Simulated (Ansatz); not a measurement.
**SnO: course of a relaxation**

Computed with DFT r2SCAN, scalar-relativistic, plane waves, PAW (Ansatz 0.2.0). Settings: 500 eV cutoff, 10×10×8 k-mesh, Gaussian smearing of 0.01 eV, no spin polarisation.

What was changed: biaxial strain in the a-b plane, c and atoms relaxed: +2.0 %.

Command:

```bash
ansatz run input.yaml --threads 1 --pin off --max-ram 2560MiB --backend cpu --events-out ev --progress --plain --runs-dir out
```

Input:

```yaml
crystal:
  lattice:
    - [3.8839991538, 0.0, 0.0]
    - [0.0, 3.8839991538, 0.0]
    - [0.0, 0.0, 4.8768926827]
  atoms:
    - { symbol: Sn, position: [0.0, 0.5, 0.2323921714] }
    - { symbol: Sn, position: [0.5, 0.0, 0.7676078286] }
    - { symbol: O, position: [0.5, 0.5, 0.0] }
    - { symbol: O, position: [0.0, 0.0, 0.0] }
basis:
  ecutwfc: 500
kpoints:
  mp_grid: { grid: [10, 10, 8] }
hamiltonian:
  xc: r2scan
scf:
  occupations: { method: gaussian, width: 0.01 }
output:
  forces: true
  stress: true
  eigenvalues: true
relax:
  adjacent_minimum: "off"
  f_tol: 0.008
  max_steps: 40
  cell: { stress_tol: 0.015, fix: [a, b, gamma] }
```

F is the free energy. Steps run on the plane waves of an earlier cell, but the last one, and at times one on the way, on a freshly chosen basis, so a repeated geometry can differ a little in energy. The held parts of the cell keep their stress, so P needn't end at zero.

Steps:

```tsv
step	F − F(1) (eV)	largest force component (eV/Å)	V (Å³/atom)	P (GPa)
1	0.0000	0.216	18.393	-3.01
2	-0.0002	0.206	18.409	-1.69
3	-0.0027	0.002	18.344	-2.30
4	-0.0027	0.000	18.326	-2.29
5	-0.0027	0.000	18.312	-2.28
6	-0.0027	0.000	18.312	-2.28
```

Relaxed structure:

```cif
data_structure
_symmetry_space_group_name_H-M 'P 1'
_symmetry_Int_Tables_number 1
_cell_length_a 3.8840
_cell_length_b 3.8840
_cell_length_c 4.8555
_cell_angle_alpha 90.000
_cell_angle_beta 90.000
_cell_angle_gamma 90.000
_cell_volume 73.25
loop_
_atom_site_label
_atom_site_type_symbol
_atom_site_fract_x
_atom_site_fract_y
_atom_site_fract_z
_atom_site_occupancy
Sn1 Sn 0.00000 0.50000 0.23084 1
Sn2 Sn 0.50000 0.00000 0.76916 1
O1 O 0.50000 0.50000 0.00000 1
O2 O 0.00000 0.00000 0.00000 1
```

Symmetry: P4/nmm, No. 129, tetragonal system. The conventional cell has a = 3.884 Å, b = 3.884 Å, c = 4.855 Å, α = 90.00°, β = 90.00°, γ = 90.00°. Sn (site symmetry 4mm) is surrounded by 4 O at 2.24 Å. O (site symmetry -4m2) is surrounded by 4 Sn at 2.24 Å.

The run converged. The run took 86 s on 1 thread of Intel(R) Xeon(R) Platinum 8488C (Sapphire Rapids) (shared host), peak memory 0.68 GiB.